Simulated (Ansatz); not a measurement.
Question: Name crystals whose computed values (PBEsol (plane waves, PAW; program Ansatz)) fall in these windows: B₀ by P(V) fit (GPa) 110 to 140; G_Hill (GPa) 150 to 190; Θ_D (K) 1300 to 1700.

Answer: 

| crystal | B₀ by P(V) fit (GPa) | G_Hill (GPa) | Θ_D (K) |
|---|---|---|---|
| Be, hcp (Mg type) | 124 | 161 | 1500 |
Others may fit too.

The cell was relaxed under the symmetry of its start.

Potentials: the later of the program's two PAW sets.
